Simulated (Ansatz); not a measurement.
Wires are cut from relaxed bulk Ge (Fd-3m, 22.86 Å³/atom, gap on the mesh 0.00 eV); atoms and period are relaxed, and energies count from that bulk. Caps count from half an H2 molecule.

Level of theory: DFT PBEsol, scalar-relativistic, plane waves, PAW (Ansatz 0.2.0).

Cutoff 420 eV, Gaussian smearing of 0.05 eV, energies at zero smearing, symmetry of each start kept, no spin polarisation.

```csv
start,atoms,k mesh,excess energy (eV per host atom),line energy (eV/Å),period (Å),gap on the mesh (eV),highest filled level or Fermi level under vacuum (eV)
"[111] wire, 8 host atoms a period with H caps",22,1×1×6,0.346,0.283,9.805,4.01,6.00
"[111] wire, 12 host atoms a period with H caps",30,1×1×6,0.307,0.376,9.804,3.40,5.67
```

Each run keeps its start's symmetry and one magnetic start, so lower states can exist.

Cost: 2 runs of about 16 core-minutes in all, on Intel Xeon Platinum 8259CL (Skylake/Cascade Lake) (shared hosts).